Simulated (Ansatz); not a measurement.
Values for one crystal, relaxed and computed with PBEsol (plane waves, PAW; program Ansatz); other levels are named.

- Volume per atom: 14.65 Å³
- Electronic character: metallic (no gap)
- Density of states at the Fermi level: 0.36 states/eV per atom (mean over ±0.08 eV)
- Bulk modulus (Birch–Murnaghan fit): 153 GPa
- Zone-centre stability: no imaginary mode at Γ
- Pressure derivative B′: 4.9
- Formation energy from the elements (no fitted shifts): -0.74 eV/atom

Q: Pick the material that matches.
A. AlFe, CsCl type
B. Cu3Pd, Cu3Au type
C. Al2Pt, fluorite or antifluorite type
D. AlPd, Cmcm (Al on 4c, Pd on 4c)

A: D, AlPd, Cmcm (Al on 4c, Pd on 4c)

The start of the workflow was typed in or built on a structure type; neither database checked (COD, Materials Project) lists it. Its standing as an ambient phase is unchecked. Symmetry was held in the PBEsol relaxation. The run is not spin-polarised. The references are the lowest solids computed at this level, not always the standard phases. Scalar-relativistic: spin–orbit coupling is off unless named, which matters more the heavier the elements.

Potentials: the later of the program's two PAW sets.
